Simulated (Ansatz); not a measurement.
## How GaN (P6_3mc) stiffens under pressure

```
Ga N
1.0
     3.18310    0.00000    0.00000
    -1.59155    2.75665    0.00000
     0.00000    0.00000    5.18360
Ga N
2 2
Cartesian
  0.0000 1.8378 -0.0046
  1.5916 0.9189 2.5872
  0.0000 1.8378 1.9485
  1.5916 0.9189 4.5403
```

This is the zero-pressure cell. At each pressure cell and atoms are relaxed in this structure, and the constants are slopes of the stress at strains of ±0.005 with relaxed ions (the coefficients that govern stability under load). Level: r²SCAN, PAW on Ansatz 0.2.0's default frozen-core files (fitted under PBE), scalar-relativistic; k mesh 8×8×4, strains of ±0.005, fixed occupations, cutoff 500 eV. P is the pressure of the relaxed cell, less that of this one.

```csv
P (GPa),V/V₀,C11 (GPa),C12 (GPa),C13 (GPa),C33 (GPa),C44 (GPa)
0.00,1.0000,363.1,132.7,95.0,400.7,98.0
1.01,0.9949,367.7,137.1,98.8,406.2,98.1
2.02,0.9900,372.3,141.5,102.7,411.5,98.1
4.03,0.9806,381.2,150.3,110.5,422.0,98.2
7.00,0.9675,393.9,162.9,121.9,436.8,98.2
9.99,?,?,?,?,?,?
14.99,0.9361,426.0,196.7,152.8,473.9,97.4
```

Q: Does the bulk modulus from the constants agree with the pressure-volume curve?

A: A third-order Birch-Murnaghan fit to the volumes shown (F against f, f = [(V₀/V)^(2/3) − 1]/2) gives B₀ = 197.0 GPa and B′ = 4.3. Its −V dP/dV stands beside the Reuss value 1/ΣS_ij (i, j ≤ 3):

```csv
P (GPa),from P(V),from the constants
0.00,197.0,196.9
1.01,201.3,201.2
2.02,205.6,205.6
4.03,214.0,214.1
7.00,226.4,226.5
14.99,259.1,258.9
```

Q: What are the pressure derivatives at zero pressure?

A: Slopes at V₀ of quadratic fits in −ln(V/V₀) through the first four rows shown, divided by B₀: dC11/dP = 4.6, dC12/dP = 4.4, dC13/dP = 3.8, dC33/dP = 5.5, dC44/dP = 0.1. The mean slopes up to 2.0 GPa are 4.6, 4.4, 3.8, 5.4, 0.1; curvature and scatter of the constants part the two.

Q: Fill the row at 9.99 GPa.

A: Cubic fits in −ln(V/V₀) through all rows shown give C11 = 406.3, C12 = 175.7, C13 = 133.5, C33 = 451.2, C44 = 98.0 GPa. Computed: V/V₀ = 0.9551, C11 (GPa) = 406.3, C12 (GPa) = 175.7, C13 (GPa) = 133.5, C33 (GPa) = 451.2, C44 (GPa) = 98.0.

Q: Does a shear stiffness soften?

A: C44 goes from 98.0 to 97.4 GPa, through a maximum of 98.2 near 4 GPa; (C11 − C12)/2 goes from 115.2 to 114.7 GPa, through a maximum of 115.5 near 7 GPa. Neither ends more than 3 % under its start, and the lattice stays mechanically stable over this range.

Known limits: no other phase was computed; many crystals of this kind change structure within this range, and rows or crossings beyond such a change describe a metastable lattice; frozen-core PAW files fitted under PBE, their cores solved anew for the functional of the run; constants at zero field, no piezoelectric stiffening; phonons weren't checked at these pressures.
